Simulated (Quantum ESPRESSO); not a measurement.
# Sc6AgLi: input and log of a self-consistent run

A calculation, not a measurement. The program is pw.x of Quantum ESPRESSO 7.5 (plane-wave density functional theory). The cell is made up: eight metal atoms on a face-centred cubic lattice, with elements, volume, strain and displacements drawn at random and not relaxed, so it may be unstable or far from any real phase. PseudoDojo standard norm-conserving files set the functional (PBE unless stated); there is no spin polarisation or spin-orbit coupling, the Fermi-Dirac width of 0.25 eV means electrons at about 2900 K, and the masses in the input are unused placeholders. A spin test at this wide smearing found no moment, but such smearing suppresses magnetism that the real alloy may have.

Input:

```
&control calculation='scf', pseudo_dir='./dojo.nc.sr.pbe.v0_5.standard.upf', outdir='./o', disk_io='minimal', tprnfor=.true., tstress=.true. /
&system ibrav=0, nat=8, ntyp=3, nbnd=60, ecutwfc=82.02448710, nosym=.true., tot_charge=0,
 occupations='smearing', smearing='fd', degauss=0.0183746611
/
&electrons conv_thr=1.470e-08, electron_maxstep=70, mixing_beta=0.5 /
ATOMIC_SPECIES
Ag 1.0 Ag.upf
Li 1.0 Li.upf
Sc 1.0 Sc.upf
CELL_PARAMETERS angstrom
-0.0214 4.4409 4.4016
4.4768 -0.0209 4.4009
4.4381 4.4016 0.0179
ATOMIC_POSITIONS angstrom
Sc 0.0202 -0.0731 0.0158
Ag 2.2525 2.1924 -0.0562
Li 2.3283 0.0853 2.2409
Sc 4.5049 2.2012 2.2562
Sc -0.015 2.2366 2.1952
Sc 2.2257 4.4361 2.1971
Sc 2.1491 2.2257 4.3601
Sc 4.5135 4.504 4.4458
K_POINTS automatic
5 5 5 1 1 1
```

The log is shortened where brackets say so; the opening notice, blank lines, dates and the lines on written files are dropped, and the path of the files is cut. It prints rydbergs, bohrs and kilobars, and counts compression as positive stress. Its total energy is the free energy E - TS of the whole cell.

```
     Program PWSCF v.7.5
     Parallel version (MPI & OpenMP), running on       4 processor cores
     Number of MPI processes:                 4
     Threads/MPI process:                     1
     [start-up lines left out]
     bravais-lattice index     =            0
     lattice parameter (alat)  =      11.8159  a.u.
     unit-cell volume          =    1173.7977 (a.u.)^3
     number of atoms/cell      =            8
     number of atomic types    =            3
     number of electrons       =        88.00
     number of Kohn-Sham states=           60
     kinetic-energy cutoff     =      82.0245  Ry
     charge density cutoff     =     328.0979  Ry
     scf convergence threshold =      1.5E-08
     mixing beta               =       0.5000
     number of iterations used =            8  plain     mixing
     Exchange-correlation= PBE
                           (   1   4   3   4   0   0   0)
     [axes and pseudopotential details left out]
   Cartesian axes
     site n.     atom                  positions (alat units)
         1        Sc     tau(   1) = (   0.0032306  -0.0116910   0.0025269  )
         2        Ag     tau(   2) = (   0.3602449   0.3506331  -0.0089881  )
         3        Li     tau(   3) = (   0.3723677   0.0136421   0.3583897  )
         4        Sc     tau(   4) = (   0.7204739   0.3520405   0.3608367  )
         5        Sc     tau(   5) = (  -0.0023990   0.3577020   0.3510809  )
         6        Sc     tau(   6) = (   0.3559588   0.7094706   0.3513848  )
         7        Sc     tau(   7) = (   0.3437081   0.3559588   0.6973159  )
         8        Sc     tau(   8) = (   0.7218493   0.7203300   0.7110220  )
     number of k points=    63  Fermi-Dirac smearing, width (Ry)=  0.0184
                       cart. coord. in units 2pi/alat
        k(    1) = (   0.0703106   0.0708730   0.0708909), wk =   0.0320000
        k(    2) = (   0.2114837   0.2132203  -0.0720410), wk =   0.0320000
     [further k points left out]
     Dense  grid:   117701 G-vectors     FFT dimensions: (  72,  72,  72)
     Estimated max dynamical RAM per process >     400.11 MB
     Estimated total dynamical RAM >       1.48 GB
     Initial potential from superposition of free atoms
     starting charge      87.9791, renormalised to      88.0000
     Starting wfcs are   72 randomized atomic wfcs
     total cpu time spent up to now is       14.5 secs
     per-process dynamical memory:   322.0 Mb
     Self-consistent Calculation
     iteration #  1     ecut=    82.02 Ry     beta= 0.50
     Davidson diagonalization with overlap
     ethr =  1.00E-02,  avg # of iterations =  3.0
     total cpu time spent up to now is       47.5 secs
     total energy              =    -904.56703463 Ry
     estimated scf accuracy    <       1.05515486 Ry
     iteration #  2     ecut=    82.02 Ry     beta= 0.50
     Davidson diagonalization with overlap
     ethr =  1.20E-03,  avg # of iterations =  5.0
     total cpu time spent up to now is       87.6 secs
     total energy              =    -904.97400015 Ry
     estimated scf accuracy    <       2.37865285 Ry
     iteration #  3     ecut=    82.02 Ry     beta= 0.50
     Davidson diagonalization with overlap
     ethr =  1.20E-03,  avg # of iterations =  2.2
     total cpu time spent up to now is      118.2 secs
     total energy              =    -905.18639637 Ry
     estimated scf accuracy    <       0.19730118 Ry
     iteration #  4     ecut=    82.02 Ry     beta= 0.50
     Davidson diagonalization with overlap
     ethr =  2.24E-04,  avg # of iterations =  4.7
     total cpu time spent up to now is      151.4 secs
     total energy              =    -905.19865722 Ry
     estimated scf accuracy    <       0.06612044 Ry
     iteration #  5     ecut=    82.02 Ry     beta= 0.50
     Davidson diagonalization with overlap
     ethr =  7.51E-05,  avg # of iterations =  5.5
     total cpu time spent up to now is      187.5 secs
     total energy              =    -905.20455186 Ry
     estimated scf accuracy    <       0.03098277 Ry
     [iterations 6 to 12 left out]
     iteration # 13     ecut=    82.02 Ry     beta= 0.50
     Davidson diagonalization with overlap
     ethr =  3.80E-09,  avg # of iterations =  2.2
     total cpu time spent up to now is      487.9 secs
     total energy              =    -905.21075317 Ry
     estimated scf accuracy    <       0.00000034 Ry
     iteration # 14     ecut=    82.02 Ry     beta= 0.50
     Davidson diagonalization with overlap
     ethr =  3.82E-10,  avg # of iterations =  6.0
     total cpu time spent up to now is      528.4 secs
     total energy              =    -905.21075329 Ry
     estimated scf accuracy    <       0.00000017 Ry
     iteration # 15     ecut=    82.02 Ry     beta= 0.50
     Davidson diagonalization with overlap
     ethr =  1.97E-10,  avg # of iterations =  2.0
     total cpu time spent up to now is      557.2 secs
     total energy              =    -905.21075330 Ry
     estimated scf accuracy    <       0.00000003 Ry
     iteration # 16     ecut=    82.02 Ry     beta= 0.50
     Davidson diagonalization with overlap
     ethr =  3.08E-11,  avg # of iterations =  6.1
     total cpu time spent up to now is      595.3 secs
     total energy              =    -905.21075331 Ry
     estimated scf accuracy    <       0.00000004 Ry
     iteration # 17     ecut=    82.02 Ry     beta= 0.50
     Davidson diagonalization with overlap
     ethr =  3.08E-11,  avg # of iterations =  2.6
     total cpu time spent up to now is      624.7 secs
     End of self-consistent calculation
     [lines on levels left out]
!    total energy              =    -905.21075330 Ry
     estimated scf accuracy    <          6.3E-09 Ry
     smearing contrib. (-TS)   =      -0.16936267 Ry
     internal energy E=F+TS    =    -905.04139063 Ry
     The total energy is F=E-TS. E is the sum of the following terms:
     one-electron contribution =    -433.68554656 Ry
     hartree contribution      =     235.81073422 Ry
     xc contribution           =    -146.98031987 Ry
     ewald contribution        =    -560.18625842 Ry
     convergence has been achieved in  17 iterations
     Forces acting on atoms (cartesian axes, Ry/au):
     atom    1 type  3   force =    -0.00480160    0.01421083   -0.00053055
     atom    2 type  1   force =    -0.00185405    0.00179249    0.00855992
     atom    3 type  2   force =    -0.00804382   -0.00736757   -0.00596950
     atom    4 type  3   force =     0.00261544    0.00484803    0.00941748
     atom    5 type  3   force =    -0.00126904   -0.00028893   -0.01394934
     atom    6 type  3   force =     0.00044924   -0.00337137    0.00291688
     atom    7 type  3   force =     0.02776242    0.00477750    0.00934835
     atom    8 type  3   force =    -0.01485859   -0.01460097   -0.00979323
     Total force =     0.046969     Total SCF correction =     0.000063
     Computing stress (Cartesian axis) and pressure
          total   stress  (Ry/bohr**3)                   (kbar)     P=       38.51
   0.00020718   0.00003528  -0.00000890           30.48        5.19       -1.31
   0.00003528   0.00028897  -0.00003156            5.19       42.51       -4.64
  -0.00000890  -0.00003156   0.00028927           -1.31       -4.64       42.55
     init_run     :     13.91s CPU     14.41s WALL (       1 calls)
     electrons    :    606.62s CPU    610.27s WALL (       1 calls)
     forces       :      2.98s CPU      3.06s WALL (       1 calls)
     stress       :     10.48s CPU     10.51s WALL (       1 calls)
     [timing details left out]
     PWSCF        :  10m34.08s CPU  10m38.46s WALL
     JOB DONE.
```

In other units: free energy -12316.020 eV for the cell, pressure 3.85 GPa, largest force component 0.714 eV/Å in size. The run took 640 s of wall time with four MPI processes on a shared machine (Intel Xeon, older, virtual cores), so the time is rough. A rerun of this cell at a higher cutoff and on a denser mesh moved values by no more than 0.002 eV in energy, 0.03 GPa in stress and 0.003 eV/Å in force, and a second program with other atomic files agreed on that cell to 2 % rms in force and 0.5 GPa in pressure.